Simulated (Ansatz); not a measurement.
Ansatz (a quantum-chemistry and plane-wave program) input:

Ansatz 0.2 input:
```yaml
crystal:
  lattice:
    - [3.5240204825, 0.0, 0.0]
    - [-1.7620102413, 3.0518912613, 0.0]
    - [0.0, 0.0, 13.5565291266]
  atoms:
    - { symbol: Li, position: [0.0, 0.0, 0.0] }
    - { symbol: Li, position: [0.0, 0.0, 0.5] }
    - { symbol: Nb, position: [0.0, 0.0, 0.25] }
    - { symbol: Nb, position: [0.0, 0.0, 0.75] }
    - { symbol: Se, position: [0.3333333333, 0.6666666667, 0.1276982244] }
    - { symbol: Se, position: [0.6666666667, 0.3333333333, 0.8723017756] }
    - { symbol: Se, position: [0.6666666667, 0.3333333333, 0.6276982244] }
    - { symbol: Se, position: [0.3333333333, 0.6666666667, 0.3723017756] }
kpoints:
  mp_grid: { grid: [9, 9, 2] }
hamiltonian:
  xc: r2scan
  pseudopotentials: { kind: paw }
scf:
  occupations: { method: fixed }
checkpoint: { read: static.run }
output: { write_density: true, elf: true, volumetric_format: npy }
basis: { fft_grid_basis: typed }
```

Output (shortened):

```
Pseudopotential: Li, paw, valence charge 3
Pseudopotential: Nb, paw, valence charge 13
Pseudopotential: Se, paw, valence charge 16
Functional definition: r2SCAN
Crystal: 8 atoms, lattice volume = 145.799 Å³
Basis set: ecut = 500 eV, 3685 PW (Γ), exchange–correlation on 108×108×400 points (64 copies of the dense FFT grid, shifted against one another)
Bands: 58, of which v1, the nominal top of the filled ones, is band 48 counted from 1 (47 counted from 0)
Symmetry: 24 space group operations
Space group: P63/mmc (ITA 194), of the structure as read, at distance tolerance 5.3e-5 Å
k-points: 24 of 162
Stability of the state it starts from, as read at its close in the unpolarized treatment …
iter 1 solved again at ethr=1.08e-7 eV; its pass at ethr=3.10e-3 eV (dr2=1.03e-4 eV) is discarded
SCF iter   1: F=—  HF=-31459.975922 eV  |F-HF|=—  |Δ(HF+E_count)|=         —  Δρ=4.39e-7  dr2=3.41e-10  dr2_τ=1.67e-11  ethr=1.08e-7  ⟨swp⟩=3.4  Hψ=7886  notcnv=0  defer=190
preconditioner: auto → Resta (q_TF=auto, 2.545 Å⁻¹)
SCF iter   2: F=—  HF=-31459.975925 eV  |F-HF|=—  |Δ(HF+E_count)|=   2.49e-6  Δρ=2.49e-7  dr2=1.79e-10  dr2_τ=2.01e-11  ethr=1.00e-12  ⟨swp⟩=10.6  Hψ=5866  notcnv=0
SCF iter   3: F=-31459.975925 eV  HF=-31459.975925 eV  |F-HF|=2.91e-11  |Δ(HF+E_count)|=  7.28e-12  Δρ=1.62e-7  dr2=5.13e-11  dr2_τ=2.01e-12  ethr=1.00e-12  ⟨swp⟩=1.0  Hψ=2832  notcnv=0
SCF 1 converged in 3 iterations: F = -31459.975925 eV  dr2 = 5.13e-11
SCF converged after 3 iterations
Free energy (F): -31459.975925 eV
Harris-Foulkes:  -31459.975925 eV  (|F-HF|=2.91e-11)
Internal energy: -31459.975925 eV  (E = F + TS)
E sigma→0 (E₀):  -31459.975925 eV
Fermi energy:    11.643683 eV
--- Per-component energies (eV) ---
  E_band       = -1888.510167
  E_kinetic    = 1310.666842
  E_local      = -11854.218588  (includes V_loc(G=0)·N_el)
  E_nonlocal   = -2211.144222
  E_hartree    = 5581.670674
  E_xc         = -757.912134
  E_vxc        = -930.991206  (∫ρ·V_xc dr)
  E_paw        = -13922.861062  (= ΣΔE_a)
  E_vpaw       = 582.223996  (= ΣTr[D̂ρ^β])
  E_aug_tail   = -0.001015  (compensation charges beyond the density's cutoff)
  E_vtau       = 51.612683  (kinetic-family band-sum trace: ∫τ·v_τ [+ j·A + Jᵃ·Aᵃ] dr)
  E_ewald      = -9598.732477
  E_core_change = -7.443942  (= ΣΔE_core)
  E_smearing   =  0.000000  (= −TS)
  E_closure    = 0.000000  (closes the sum)
  Σ components = -31459.975925   (vs F -31459.975925, Δ=0.00e0)
  [band-id]    e_kinetic+e_local+e_nonlocal+2·e_hartree+e_vxc+e_vpaw+e_augmentation_tail+e_vtau = -1888.510162   (vs E_band -1888.510167, Δ=5.14e-6)
--- Band table (eV; the first three rows and the last of 24) ---
  k-point 0: bands = ["-45.9326", "-45.9326", "-37.4550", "-37.4550", "-37.4550", "-37.4550", "-37.4547", "-37.4547", "-37.4546", "-37.4546", "-37.4444", "-37.4444", "-37.4443", "-37.4443", "-37.4436", "-37.4436", "-37.4436", "-37.4436", "-37.4358", …
  k-point 1: bands = ["-45.9326", "-45.9326", "-37.4550", "-37.4550", "-37.4550", "-37.4550", "-37.4547", "-37.4547", "-37.4547", "-37.4547", "-37.4443", "-37.4443", "-37.4443", "-37.4443", "-37.4436", "-37.4436", "-37.4436", "-37.4436", "-37.4358", …
  k-point 2: bands = ["-45.9305", "-45.9305", "-37.4549", "-37.4549", "-37.4548", "-37.4548", "-37.4547", "-37.4547", "-37.4544", "-37.4544", "-37.4444", "-37.4444", "-37.4443", "-37.4443", "-37.4438", "-37.4437", "-37.4436", "-37.4436", "-37.4357", …
  k-point 23: bands = ["-45.9122", "-45.9122", "-37.4541", "-37.4541", "-37.4537", "-37.4537", "-37.4534", "-37.4534", "-37.4529", "-37.4529", "-37.4451", "-37.4451", "-37.4449", "-37.4449", "-37.4440", "-37.4440", "-37.4439", "-37.4439", "-37.4346", …
```

Cost: about 11 core-seconds (a rough figure) on shared cores.

Space group P6_3/mmc. The first step of the workflow began from a Materials Project structure, measured or hypothetical; the Crystallography Open Database copy checked does not list it. Whether it is the stable phase at ambient conditions was not checked. The cell was relaxed with r²SCAN under the symmetry of its start; whether a distortion lowers the energy is not shown. No spin polarisation was allowed. Spin–orbit coupling is left out wherever it is not named.

Potentials: the later of the program's two PAW sets.

Ansatz is a plane-wave DFT program.
